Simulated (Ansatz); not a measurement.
Relaxed-ion elastic tensor of IrRu in space group R-3m (No. 166; Ru on 3b, Ir on 3a) in GPa (Voigt order), plane-wave PAW PBEsol (Ansatz code); density 17.79 g/cm³, 13.69 Å³ per atom.

|  | 1 | 2 | 3 | 4 | 5 | 6 |
|---|---|---|---|---|---|---|
| 1 | 728 | 205 | 171 | -51.9 | 0.0 | 0.0 |
| 2 | 205 | 728 | 171 | 51.9 | 0.0 | 0.0 |
| 3 | 171 | 171 | 753 | 0.0 | 0.0 | 0.0 |
| 4 | -51.9 | 51.9 | 0.0 | 225 | 0.0 | 0.0 |
| 5 | 0.0 | 0.0 | 0.0 | 0.0 | 225 | -51.9 |
| 6 | 0.0 | 0.0 | 0.0 | 0.0 | -51.9 | 261 |

Question: Is the crystal mechanically stable?

Answer: Yes: the smallest eigenvalue of C is 188 GPa.

Question: Work out the Voigt, Reuss and Hill averages.

Answer: K_V = 367, K_R = 367, K_H = 367; G_V = 253, G_R = 241, G_H = 247 GPa.

Question: Give Young's modulus, Poisson's ratio, Pugh's ratio and the universal anisotropy index.

Answer: E = 9KG/(3K + G) = 605 GPa; ν = 0.23; K/G = 1.49 (brittle by the Pugh limit of 1.75); A_U = 5G_V/G_R + K_V/K_R − 6 = 0.25.

Question: Estimate the sound speeds and the Debye temperature.

Answer: v_l = √((K + 4G/3)/ρ) = 6260 m/s, v_t = √(G/ρ) = 3720 m/s, mean 4120 m/s; Θ = (h/k)(3n/4πV)^(1/3) v_m = 513 K.

Question: How much does each axis shrink under pressure?

Answer: Linear compressibilities β_i = Σ_j S_ij (j = 1 to 3): x 0.90, y 0.90, z 0.92 per TPa.

The workflow started from a Materials Project entry (that database holds measured and hypothetical structures alike); the Crystallography Open Database copy checked does not list it. With Ru and Ir taken as one species the cell has the higher symmetry Fm-3m, so it may be an ordered model of a mixed-site phase. Its standing as an ambient phase is unchecked. Symmetry was held in the PBEsol relaxation; its stability against distortions is not shown here. The run is not spin-polarised. As this level gives no gap, shear constants depend on the k-mesh and smearing (Fermi–Dirac, 0.1 eV here). On the denser mesh and wider smearing of the elastic run this cell carries a stress of 0.4 GPa. Spin–orbit coupling is left out wherever it is not named.

Potentials: the later of the program's two PAW sets.
